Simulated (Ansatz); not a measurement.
CsCdCl$_{3}$ (cubic perovskite, Pm-3m), DFT-r²SCAN in the program Ansatz with PAW potentials, all energies at zero smearing, with the estimated change up to a 700 eV cutoff added, with one set of potentials and settings (totals compare only within such a set). Cell of 5 atoms (1 Cs, 1 Cd, 3 Cl): -17213.640 eV.

```csv
element,reference phase,E (eV/atom)
Cs,"Im-3m, 1 atoms in the cell",-5685.9274
Cd,"P6_3/mmc, 2 atoms in the cell",-8268.1834
Cl,"Cmce, 4 atoms in the cell",-1083.6259
```

Formation energy per atom, worked out: (-17213.640 − 1×(-5685.9274) − 1×(-8268.1834) − 3×(-1083.6259))/5 = -1.730 eV/atom (-167 kJ per mol of atoms), at 0 K, without zero-point energy or fitted corrections.

The first step of the workflow began from a Materials Project structure, measured or hypothetical; the Crystallography Open Database files this formula in space group No. 221, but the cells were not matched. Its standing as an ambient phase is unchecked. Symmetry was held in the r²SCAN relaxation; whether a distortion lowers the energy is not shown. The references are the lowest solids computed at this level, not always the standard phases (solids in place of the gases). Scalar-relativistic: spin–orbit coupling is off unless named, which matters more the heavier the elements.

Potentials: the later of the program's two PAW sets.
